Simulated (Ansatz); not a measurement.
## La2O3 (A-La2O3 type, space group P-3m1): energy against volume

La₂O₃ (A-La2O3 type, space group P-3m1)

```xyz
5
Lattice="3.9353 0.0000 0.0000 -1.9676 3.4080 0.0000 0.0000 0.0000 6.1263" Properties=species:S:1:pos:R:3 pbc="T T T"
La     0.0000     2.2720     1.5079
La     1.9676     1.1360     4.6184
O      0.0000     0.0000     0.0000
O      0.0000     2.2720     3.9583
O      1.9676     1.1360     2.1680
```

The volume is varied about the relaxed value V₀ at fixed cell shape. The atoms relax within the cell's symmetry.

Level of theory: r2SCAN (plane waves to 500 eV, PAW, scalar-relativistic; Ansatz, an electronic-structure program). k mesh 10×10×6 (Γ-centred), Fermi-Dirac smearing 0.05 eV. E stands for the smeared free energy. Stress and pressure are positive under compression. With the shape held, the modulus is that of even scaling; a crystal free to change shape is softer. La2O3 is run without spin polarisation. La2O3 was relaxed with its symmetry unable to fall. ΔE is measured from the relaxed starting cell.

| V (Å³/cell) | ΔE (kJ/mol of atoms) | P (GPa) |
|---|---|---|
| 77.23 | 2.55 | 9.1 |
| 78.47 | 1.39 | 6.5 |
| 79.70 | 0.60 | 4.2 |
| 80.93 | 0.15 | 2.0 |
| 82.16 | 0.00 | 0.0 |
| 83.40 | 0.14 | -1.8 |
| 84.63 | 0.54 | -3.5 |
| 85.86 | 1.18 | -5.1 |
| 87.09 | 2.05 | -6.6 |

Read from the data:

| Quantity | Result |
|---|---|
| Pressure at the smallest volume | 9.1 GPa |
| Energy cost of the largest compression | 26.4 meV/atom |
| Energy cost of the largest expansion | 21.3 meV/atom |
| Bulk modulus at fixed cell shape B₀ (third-order Birch-Murnaghan fit) | 128 GPa |
| Pressure derivative B₀′ (fit) | 4.4 |
| Equilibrium volume of the fit | 16.43 Å³/atom |
| Pressure for 5 % compression (fit) | 7.4 GPa |

(Under strain, the slope of the energy per volume gives the stress and its curvature an elastic modulus.)
